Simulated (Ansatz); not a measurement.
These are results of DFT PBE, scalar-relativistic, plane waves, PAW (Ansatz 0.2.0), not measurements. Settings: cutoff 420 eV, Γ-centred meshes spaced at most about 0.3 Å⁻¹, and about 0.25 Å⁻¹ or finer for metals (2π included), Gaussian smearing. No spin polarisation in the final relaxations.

These are static total energies at zero pressure. All come from trial cells, and lower structures may exist.

Question: Which of these relaxed structures of Cd2Te3 is the lowest in energy?
A.

```
CELL_PARAMETERS angstrom
3.58661 2.07073 7.40909
-3.58661 2.07073 7.40909
0.00000 -4.14146 7.40909
ATOMIC_POSITIONS crystal
Cd 0.85727 0.85727 0.85727
Cd 0.64273 0.64273 0.64273
Cd 0.14273 0.14273 0.14273
Cd 0.35727 0.35727 0.35727
Te 0.02905 0.75000 0.47095
Te 0.75000 0.47095 0.02905
Te 0.47095 0.02905 0.75000
Te 0.97095 0.25000 0.52905
Te 0.52905 0.97095 0.25000
Te 0.25000 0.52905 0.97095
```

B.

```
CELL_PARAMETERS angstrom
5.63446 0.00000 0.00000
0.00000 5.63446 0.00000
0.00000 0.00000 5.63446
ATOMIC_POSITIONS crystal
Cd 0.50000 0.50000 0.50000
Cd 0.00000 0.00000 0.00000
Te 0.50000 0.00000 0.00000
Te 0.00000 0.50000 0.00000
Te 0.00000 0.00000 0.50000
```

C.

```
CELL_PARAMETERS angstrom
4.62329 0.00000 0.00000
-2.31164 4.00388 0.00000
0.00000 0.00000 8.53020
ATOMIC_POSITIONS crystal
Cd 0.66667 0.33333 0.39363
Cd 0.33333 0.66667 0.60637
Te 0.66667 0.33333 0.76118
Te 0.33333 0.66667 0.23882
Te 0.00000 0.00000 0.00000
```

D.

```
CELL_PARAMETERS angstrom
6.23345 0.00000 0.00000
-3.11673 5.39833 0.00000
0.00000 0.00000 5.88678
ATOMIC_POSITIONS crystal
Cd 0.00000 0.00000 0.26687
Cd 0.00000 0.00000 0.73313
Te 0.50000 0.00000 0.00000
Te 0.00000 0.50000 0.00000
Te 0.50000 0.50000 0.00000
```

Answer: A. It has the corundum type, space group R-3c (No. 167); the next, C, with space group P-3m1 (No. 164), lies 51 meV/atom higher. Counting Te atoms around Cd (those within 1.25 times the shortest such distance or 1.15 times the sum of covalent radii), the lowest has Cd 6 and the next has Cd 4.

These runs have no spin–orbit coupling, which can matter for Te. Cells relaxed within their symmetry can be saddle points. Some structure types and database cells were kept out of the candidates from the start, so a known form may be missing.
